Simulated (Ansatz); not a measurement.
Nb: from a starting cell to a relaxed one

The start is a relaxed Nb cell displaced along its unstable phonon at q = (0, ½, 0) of its primitive reciprocal cell (37i cm⁻¹), largest move 0.15 Å. The structure is fully relaxed (lattice and positions, P = 0) with PBE (plane waves to 420 eV, PAW, scalar-relativistic; Ansatz, a first-principles code). The first steps use a coarse 7×2×12 k-mesh.

The start:
```
CELL_PARAMETERS angstrom
      4.75312     0.00000     0.00000
      0.00000    16.67354     0.00000
      0.00000     0.00000     2.77262
ATOMIC_POSITIONS crystal
  Nb 0.50000 0.25023 0.00362
  Nb 0.50000 0.74977 0.02668
  Nb 0.00000 0.00012 0.96274
  Nb 0.00000 0.49988 0.00696
  Nb 0.00000 0.33639 0.66951
  Nb 0.00000 0.83463 0.61644
  Nb 0.50000 0.08555 0.30969
  Nb 0.50000 0.58547 0.40436
  Nb 0.50000 0.41380 0.36236
  Nb 0.50000 0.91519 0.35169
  Nb 0.00000 0.16503 0.58897
  Nb 0.00000 0.66395 0.69698
```

Energy released: 0.05 eV/atom
Volume change: -0.6 %, from 18.31 to 18.20 Å³/atom
Band gap at the end: zero (metallic)
Optimiser moves: 18

The end point of the relaxation:

Space group P2₁/m (No. 11); a = 2.7998 Å, b = 4.7541 Å, c = 16.4382 Å, α = 90.00°, β = 93.39°, γ = 90.00°

```tsv
atom	site	symmetry	x	y	z
Nb	2e	m	0.0113	0.7500	0.1243
Nb	2e	m	0.0345	0.7500	0.6250
Nb	2e	m	0.6771	0.2500	0.0400
Nb	2e	m	0.3462	0.2500	0.5418
Nb	2e	m	0.2692	0.7500	0.2941
Nb	2e	m	0.5316	0.2500	0.2089
```

Final values are on a 17×10×3 k-mesh of the relaxed cell. No spin polarisation in the result.

The run could not lose the symmetry of its start, so the end can be a saddle point.

The relaxed structure here is a generated cell of Nb: the first start was made by placing the elements on the sites of a structure type, and the end was not matched to a known phase here, so it may be hypothetical. Known forms of Nb include space group No. 229.
